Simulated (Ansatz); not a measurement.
GeRh2:
Space group Pnma (No. 62); a = 5.496 Å, b = 4.006 Å, c = 7.579 Å, α = β = γ = 90.00°

```json
[
 {"atom": "Ge", "site": "4c", "symmetry": ".m.", "x": "0.2148", "y": "0.2500", "z": "0.8950"},
 {"atom": "Rh", "site": "4c", "symmetry": ".m.", "x": "0.0305", "y": "0.2500", "z": "0.2034"},
 {"atom": "Rh", "site": "4c", "symmetry": ".m.", "x": "0.1614", "y": "0.2500", "z": "0.5695"}
]
```

Relaxed at zero pressure with r²SCAN in the plane-wave PAW code Ansatz.

**Question.** The volume is lowered by 3 % and shape and atoms relax at that volume. What pressure results, and how do the axes share the change?

**Answer.** 7.2 GPa; a -1.6 %, b -0.7 %, c -0.7 %; the energy rises by 9 meV/atom.

**Question.** Give the new structure.

**Answer.** 
Space group Pnma (No. 62); a = 5.4064 Å, b = 3.9763 Å, c = 7.5291 Å, α = β = γ = 90.00°

```tsv
atom	site	symmetry	x	y	z
Ge	4c	.m.	0.2114	0.2500	0.8955
Rh	4c	.m.	0.0311	0.2500	0.2054
Rh	4c	.m.	0.1628	0.2500	0.5693
```

The phase is kept; no other phase was compared at this pressure.

The workflow started from a Materials Project entry (that database holds measured and hypothetical structures alike); the Crystallography Open Database files this formula in space group No. 62, but the cells were not matched. Its standing as an ambient phase is unchecked. The cell was relaxed with r²SCAN under the symmetry of its start; whether a distortion lowers the energy is not shown. The run is not spin-polarised.

Potentials: the later of the program's two PAW sets.
